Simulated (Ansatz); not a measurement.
# Ionic part of the dielectric constant of Be3N2 at 8 GPa, mode by mode

Method: DFT PBEsol, scalar-relativistic, plane waves, PAW (Ansatz). Settings: 420 eV plane-wave cutoff, Γ-centred 9×9×9 mesh, fixed occupations. No spin polarisation. Phonons by linear response, acoustic sum rule imposed.

The structure is trigonal, space group R3m (No. 160). Conventional cell: a = 2.805 Å, b = 2.805 Å, c = 14.362 Å, α = 90.00°, β = 90.00°, γ = 120.00°. Be (site symmetry 3m) has 3 N at 1.63 Å as nearest neighbours. Be (site symmetry 3m) has 4 N at 1.63 to 1.82 Å as nearest neighbours. Around Be (site symmetry 3m) lie 4 N at 1.66 to 1.75 Å. N (site symmetry 3m) has 5 Be at 1.63 to 1.66 Å as nearest neighbours. N (site symmetry 3m) is surrounded by 6 Be at 1.75 to 1.82 Å.

Other phases may be more stable at this pressure.

The primitive cell has V = 32.62 Å³ and ε∞,xx = 4.583. Each polar mode adds Δε = (4.92064×10⁷/V)·S/ν² along x, with S its oscillator strength in e²/amu, ν in cm⁻¹ and V in Å³.

**Question.** From these modes, find each Δε and ε0,xx.
```json
{"ν (cm⁻¹)": "360.2", "S_xx (e²/amu)": "0.00918"}
{"ν (cm⁻¹)": "505.0", "S_xx (e²/amu)": "0.4878"}
{"ν (cm⁻¹)": "634.2", "S_xx (e²/amu)": "0.74"}
{"ν (cm⁻¹)": "979.0", "S_xx (e²/amu)": "0.593"}
```

**Answer.**
```csv
ν (cm⁻¹),Δε
360.2,0.11
505.0,2.89
634.2,2.78
979.0,0.93
```

The sum is 6.701, so ε0,xx = 11.28; the run's tensor has 11.28.

**Question.** Where do the longitudinal modes lie for a wave vector along x?

**Answer.** At 361, 547, 786, 1140 cm⁻¹. The Lyddane–Sachs–Teller product Π(ν_LO/ν_TO)² = 2.46 matches ε0/ε∞ = 2.46.

Whether Be3N2 exists in this form wasn't checked.